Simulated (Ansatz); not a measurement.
Input file of a DFT run on GdSe with Ansatz:

```yaml
crystal:
  lattice:
    - [0.0, 2.9108711966, 2.9108711966]
    - [2.9108711966, 0.0, 2.9108711966]
    - [2.9108711966, 2.9108711966, 0.0]
  atoms:
    - { symbol: Gd, position: [0.5, 0.5, 0.5], spin: 7.0 }
    - { symbol: Se, position: [0.0, 0.0, 0.0] }
basis:
  ecutwfc: 420
  ecutrho_ratio: 4
kpoints:
  mp_grid: { grid: [10, 10, 10] }
hamiltonian:
  xc: pbesol
scf:
  occupations: { method: gaussian, width: 0.05 }
output:
  forces: true
  stress: true
  eigenvalues: true
  populations: true
magnetization:
  spin_polarized: true
```

Launched as:
```sh
ansatz run input.yaml --threads 4 --pin off --max-ram 8192MiB --backend cpu --events-out ev --progress --plain --runs-dir out
```

The start was a prototype's sites filled with these elements; the Crystallography Open Database holds the compound in this structure.

Q: Before reading the output: what should come out?

A: Pressure -2.4 GPa, gap on the mesh zero (metallic), site spin moments Gd 6.75 μB (PBEsol, scalar-relativistic).

Output, machine lines left out:

```
Gd: projections on atomic orbitals take those of the free atom [Kr 4d10] 4f7 5s2 5p6 5d1 6s2, of charge +0.00 (hamiltonian.pseudopotentials.projection_atoms); the dataset's partial waves leave at most 2.5e-4 of an orbital's norm unspanned inside its sphere
Pseudopotentials: kind: paw
Pseudopotential: Gd, paw, valence charge 18, recommended cutoff 420 eV (normal), Gd.paw.azcp
Pseudopotential: Se, paw, valence charge 16, recommended cutoff 420 eV (normal), Se.paw.azcp
Crystal: 2 atoms, lattice volume = 49.329 Å³
Basis set: ecut = 420 eV, 941 PW (Γ), exchange–correlation on 60×60×60 points (8 copies of the dense FFT grid, shifted against one another)
Bands: 25, of which v1, the nominal top of the filled ones, is band 17 counted from 1 (16 counted from 0)
Symmetry: 48 space group operations
Space group: Fm-3m (ITA 225), of the structure as read, at distance tolerance 3.7e-5 Å
Magnetic group: BNS 225.116 (UNI 1618), of the structure as read, at distance tolerance 3.7e-5 Å
k-points: 47 of 1000
Initial density: superposition of atomic densities (chi_scale 0.1, normalization cell, long waves kept (reshape's long-wave potential 0.00 eV rms))
Starting moments: Σ|m| = 7 μB on 1 of 2 sites
Initial wavefunctions: pseudopotential atomic-orbital guess
Functional: x = pbesol(κ = 0.804, μ = 0.12346), c = pbesol(β = 0.046)
```

SCF trace (energy estimate counted from the last row):
```
iteration   ΔE (eV)  density residual (eV)  M (μB)
        1    -1.768                 6.02e0   6.646
        2    -0.774                 2.35e0   6.661
        3    -0.072                3.82e-1   6.656
        4     0.087                1.92e-2   6.686
        5     0.037                8.68e-3   6.726
        6   8.6e-04                2.42e-3   6.743
        7   1.0e-04                1.93e-4   6.740
        8   6.0e-06                1.41e-5   6.742
        9     0.000                9.88e-7   6.743
       10  -1.0e-06                2.96e-7   6.743
       11     0.000                9.61e-9   6.743
       12     0.000                1.43e-9   6.743
```

```
SCF 1 converged in 12 iterations: F = -14656.033888 eV  dr2 = 1.43e-9
SCF converged after 12 iterations
Magnetization: 6.7427 μB (20.3713 up, 13.6287 down)
Absolute magnetization: 6.8510 μB (∫|ρ↑−ρ↓|, with the PAW one-centre terms)
Per-site moments (μB) at R_I (Å): [(6.74650, 1.20073), (-0.03402, 1.20073)]
Free energy (F): -14656.033888 eV
E sigma→0 (E₀):  -14656.032276 eV
Entropy (-TS):   -0.003225 eV (-1.613 meV/atom)
Fermi energy:    13.741081 eV
--- Per-component energies (eV) ---
  E_band       = -327.716778
  E_kinetic    = 520.517680
  E_local      = -4221.884878  (includes V_loc(G=0)·N_el)
  E_nonlocal   = -292.619628
  E_hartree    = 1954.834300
  E_xc         = -334.743166
  E_vxc        = -350.391004  (∫ρ·V_xc dr)
  E_paw        = -8218.845434  (= ΣΔE_a)
  E_vpaw       = 106.994106  (= ΣTr[D̂ρ^β])
  E_aug_tail   = -0.000594  (compensation charges beyond the density's cutoff)
  E_ewald      = -4064.958565
  E_core_change = 1.669621  (= ΣΔE_core)
  E_smearing   = -0.003225  (= −TS)
--- Forces (eV/Å), atoms counted from 1 ---
  atom   1  Gd     0.00000000     0.00000000     0.00000000
  atom   2  Se     0.00000000     0.00000000     0.00000000
--- Stress (GPa, compression-positive) ---
       -2.445042       0.000000       0.000000
        0.000000      -2.445042       0.000000
        0.000000       0.000000      -2.445042
  P = ⅓ Tr σ = -2.4450 GPa (-24.450 kbar)
--- Löwdin populations: 2 sites ---
  site symbol       q [e]    m [muB]
     0     Gd     17.7526     6.7921
     1     Se     16.1800    -0.0321
```

Run time: 4.6 s on 4 threads of Intel(R) Xeon(R) Platinum 8375C CPU @ 2.90GHz (Ice Lake), on a shared host, peak memory 0.5 GiB.

Without a U the 4f levels of Gd lie too near the Fermi level, so their share of the states there, and what hangs on it, is overstated. Spin–orbit coupling, which matters for such heavy elements, is left out. Site moments are of spin, integrated over atomic spheres. Only parallel moments were tried, so the real magnetic order may be another.
